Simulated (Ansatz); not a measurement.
## TiRe (Pm-3m), trigonal deformation path

Computed with Ansatz, DFT PBEsol, scalar-relativistic, plane waves, PAW. The runs took a 420 eV cutoff, a Γ-centred 16×16×16 mesh and Gaussian smearing (0.15 eV). Spin–orbit coupling is left out, which can shift energies with elements as heavy as these. No spin polarisation. Energies are free energies at this smearing, counted from the undisturbed cell; pressure is positive in compression.

Reference structure (as given, not relaxed at this level; it stands at -7.6 GPa, and it needn't be the usual structure):

```
Ti Re
1.0
     3.11800    0.00000    0.00000
     0.00000    3.11800    0.00000
     0.00000    0.00000    3.11800
Ti Re
1 1
Direct
  0.50000 0.50000 0.50000
  0.00000 0.00000 0.00000
```

At fixed volume and fractional coordinates, lengths along (0.577, 0.577, 0.577) are scaled against those across it; ρ is that ratio over its starting value. The cell is metallic on the mesh throughout. At ρ = 2.000 the cell becomes cubic (Fm-3m), and there the slope of the energy vanishes by symmetry.

**Question.** Over the sampled range (0.500 to 2.000), is the undisturbed cell the lowest point?

**Answer.** Yes, every other sampled point lies higher.

The scan:

```tsv
ρ	ΔE (meV/atom)
0.500	7128.5
0.600	2849.8
0.710	1006.0
0.850	174.6
0.930	28.4
1.000	0.0
1.080	22.6
1.200	142.8
1.410	544.2
1.700	1053.1
2.000	1292.8
```

Cost: 11 runs of about 1.9 core-minutes in all, on Arm Neoverse V1 (shared hosts).